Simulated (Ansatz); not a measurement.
Tl3VSe4:
```
Tl3VSe4
1.0
   -3.91268     3.91268     3.91268
    3.91268    -3.91268     3.91268
    3.91268     3.91268    -3.91268
V Tl Se
1 3 4
Direct
  0.00000   0.00000   0.00000
  0.50000   0.50000   0.00000
  0.00000   0.50000   0.50000
  0.50000   0.00000   0.50000
  0.66327   0.66327   0.66327
  0.33673   0.00000   0.00000
  0.00000   0.00000   0.33673
  0.00000   0.33673   0.00000
```

Relaxed with r²SCAN. Special points in fractions of this cell's reciprocal vectors: Γ (0.000, 0.000, 0.000); H (0.500, -0.500, 0.500); N (0.000, 0.000, 0.500); P (0.250, 0.250, 0.250).

### Question
List the band energies nearest the valence-band maximum at these points for plane-wave PAW r²SCAN with spin–orbit coupling (Ansatz code).

### Answer
In eV from the valence-band maximum; about four levels below and three above (degenerate sets whole), none deeper than 8.9 eV; points with the same levels are listed once.

| k | below | above |
|---|---|---|
| Γ | -0.68 -0.68 -0.68 -0.68 | 2.40 2.40 2.43 2.43 2.43 2.43 |
| H | 0.00 0.00 0.00 0.00 | 1.87 1.87 2.27 2.27 2.27 2.27 |
| N | -0.40 -0.40 -0.07 -0.07 | 1.74 1.74 1.96 1.96 |
| P | -0.57 -0.57 -0.57 -0.57 | 1.83 1.83 1.83 1.83 |

Space group I-43m. The first step of the workflow began from a Materials Project structure, measured or hypothetical; the Crystallography Open Database copy checked does not list it. Its standing as an ambient phase is unchecked. The cell was relaxed with r²SCAN under the symmetry of its start; its stability against distortions is not shown here. The run is not spin-polarised.

Potentials: the later of the program's two PAW sets.
